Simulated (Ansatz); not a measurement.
**Question.** Si2Ni (fluorite or antifluorite type, Fm-3m) is relaxed with the program Ansatz at the PBEsol level (PAW). What lattice parameters of the conventional cell result?

**Answer.** a = 5.388 Å.

**Question.** Is it a metal or does it have a gap at this level?

**Answer.** No gap at this level.

The cell was relaxed with PBEsol under the symmetry of its start. The workflow began spin-polarised and lost its moments.

Potentials: the later of the program's two PAW sets.
